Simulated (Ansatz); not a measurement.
**Compressing Ti3Sn: a fit and a missing row**

Ti3Sn, P6_3/mmc, a = 5.890 Å, c = 4.748 Å. The structure is a Materials Project entry; whether it is the stable form wasn't checked. Ansatz: r2SCAN, PAW, 500 eV, Γ-centred 6×6×8 mesh on 8 atoms, Gaussian smearing 0.10 eV; no spin polarisation. Shape and atoms are relaxed at each volume; pressure is positive in compression.

| V (Å³/atom) | P (GPa) |
| --- | --- |
| 15.693 | ? |
| 16.228 | 14.12 |
| 16.763 | 8.68 |
| 17.298 | 3.99 |
| 17.833 | -0.03 |
| 18.368 | -3.49 |
| 18.903 | -6.46 |
| 19.617 | -9.76 |

Q: Take V0 = 17.833 Å³/atom, count pressures from its P0 = -0.03 GPa, fit the third-order Birch–Murnaghan form to the other rows, and predict the missing pressure.

A: With the Eulerian strain f = ½[(V0/V)^(2/3) − 1] and y = (P − P0)/[3f(1 + 2f)^(5/2)], the form is the line y = B0 + 1.5 B0 (B0′ − 4) f. Rows (f, y): 0.03245, 124.2; 0.02106, 124.3; 0.01026, 124.1; -0.00976, 124.1; -0.01905, 124.0; -0.03079, 123.5. Means f = 0.0006950, y = 124.03; Σ(Δf)² = 0.003005, ΣΔfΔy = 0.02811; the slope is their ratio. y = 124.0 + 9.355 f GPa, so B0 = 124.0 GPa and B0′ = 4 + 2 × (9.355)/(3 × 124.0) = 4.05. At V = 15.693, f = 0.04448, y = 124.42 and P = 20.51 GPa. The run gave 20.46 GPa, so the fit is 0.05 GPa too high, a small miss on the scale of the series.